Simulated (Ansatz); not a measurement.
This cell of TiN (rock salt) is off equilibrium:

```xyz
4
Lattice="0.0000 4.2325 4.2325 2.1163 0.0000 2.1163 2.1163 2.1163 0.0000" Properties=species:S:1:pos:R:3 pbc="T T T"
N      0.0000     0.0000     0.0000
N      0.0000     2.1163     2.1163
Ti     2.1163     2.1163     2.1163
Ti     2.1163     4.2325     3.8545
```

Level of theory: r2SCAN (plane waves to 500 eV, PAW, scalar-relativistic; Ansatz, a first-principles code). k mesh 15×15×15 (Γ-centred), Fermi-Dirac smearing 0.05 eV. E stands for the smeared free energy. Compression counts positive. With partly filled bands, energies and forces of such displacements shift with the k mesh and the smearing. TiN is run without spin polarisation. TiN was relaxed with its symmetry unable to fall.

**Question.** Predict the force on every atom, in eV/Å.

**Answer.** 
```tsv
atom	Fx	Fy	Fz
N1	0.222	-0.222	-0.912
N2	-0.183	0.183	-5.102
Ti3	0.976	-0.976	-0.968
Ti4	-1.015	1.015	6.982
```

**Question.** Give the stress tensor in GPa and the pressure.

**Answer.** 
```
    0.8     -1.2     -1.5
   -1.2      0.8      1.5
   -1.5      1.5     40.5
```
The pressure, a third of the trace, is 14.0 GPa.

**Question.** In it atom 4 sits (0.000, 0.000, -0.378) Å away from its relaxed site. What is its energy relative to the relaxed cell?

**Answer.** 1019 meV/cell.

(For displaced atoms, the force is minus the slope of the energy, and its curvature is a force constant, which sets phonon frequencies.)
